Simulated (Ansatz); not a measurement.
## Structure optimisation: gallium, beta-Sn type

Method: DFT, LDA (PW92), plane waves (420 eV) with PAW, scalar-relativistic in Ansatz 0.2.0. (PAW data from PBE, frozen cores regenerated.)

k-point mesh 12×12×8, Fermi-Dirac smearing 0.1 eV, no spin polarisation. Cell and atoms relax.

Starting structure:

```yaml
crystal:
  lattice:
    - [-2.6609524053, 2.6609524053, 1.4528800133]
    - [2.6609524053, -2.6609524053, 1.4528800133]
    - [2.6609524053, 2.6609524053, -1.4528800133]
  atoms:
    - { symbol: Ga, position: [0.0, 0.0, 0.0] }
    - { symbol: Ga, position: [0.75, 0.25, 0.5] }
hamiltonian:
  xc: lda
  pseudopotentials:
    kind: paw
    azcp:
      Ga: "pseudopotentials/Ga.paw.azcp"
basis:
  ecutwfc: 420
  fft_grid_basis: typed
kpoints:
  mp_grid: { grid: [12, 12, 8], shift: [0, 0, 0] }
magnetization:
  spin_polarized: false
scf:
  occupations: { method: fermi_dirac, width: 0.1 }
relax:
  max_steps: 60
  f_tol: 0.01
  cell: {}
output:
  write_density: true
  write_potential: true
  elf: true
  volumetric_format: npy
```

Question: The pressure at the start is -6.4 GPa. By how much does the volume change?

Answer: From 20.57 to 17.29 Å³ per atom, -16.0 %. The final cell has a = 2.683 Å, b = 7.826 Å, c = 3.295 Å, β = 90.68°.

The cell has left the beta-Sn structure type; it ends in C2/c.

Question: How much energy does the relaxation gain?

Answer: 121.3 meV per atom.

The k-point mesh keeps fewer symmetry operations than the starting structure has, so the cell can leave it.
